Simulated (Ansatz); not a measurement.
The computed numbers are results of PBE+U (U_eff = 6 eV on X's open shell), scalar-relativistic (collinear spin) in the plane-wave PAW code Ansatz at 420 eV, 6×6×6 k-mesh, Gaussian smearing of 0.05 eV. The datasets are Ansatz's generated set soft_2.

A crystal of composition XZn3, relaxed at this level of theory, gives this pattern between 10° and 80°.

Cu Kα1 powder pattern (kinematic, no thermal factors).
| 2θ (°) | relative intensity |
| --- | --- |
| 19.83 | 14 |
| 28.19 | 12 |
| 34.71 | 100 |
| 40.29 | 50 |
| 45.29 | 7 |
| 49.90 | 5 |
| 58.29 | 32 |
| 62.21 | 4 |
| 65.99 | 2 |
| 69.66 | 37 |
| 73.24 | 11 |
| 76.76 | 2 |

Problem. Which lattice and cell does the pattern come from?

Solution. Cubic, space group Pm-3m (No. 221), a = 4.473 Å, b = 4.473 Å, c = 4.473 Å, α = 90.00°, β = 90.00°, γ = 90.00°. The line positions fix the lattice at most, not the space group, and lines under 1 % of the strongest aren't listed; this is the group of the computed cell.

A compound XZn3 has these computed properties.

- Band gap: zero (metallic)
- Density of states at the Fermi level: 0.67 states/(eV·atom)
- Magnetic state: ferromagnetic
- Site spin moments: X 6.95; Zn 0.06 μB
- Spin moment of the cell: 7.56 μB
- Bader charges: X 1.03; Zn -0.34 e
- f electrons (orthogonalised atomic orbitals): X 6.97
- Bulk modulus (Birch–Murnaghan): 36 GPa
- Pressure derivative B0′: 5.5

Sites: X on 1a, Zn on 3c.

Problem. Which element is X?
A. Eu
B. Tb
C. Gd
D. Pm

Solution. A. X is Eu, so the compound is EuZn3.

The cell came from substitution into a structure type; no database entry of this phase was matched, which doesn't show that none exists.

These numbers lack spin–orbit coupling. The run wasn't fully tested for a lower electronic state. Site moments are of spin, integrated over atomic spheres. A U of this size is made for insulators; in a metal, as here, it tends to take f weight out of the bonding and to swell the cell. The moments were started parallel, and the real magnetic order may be another.
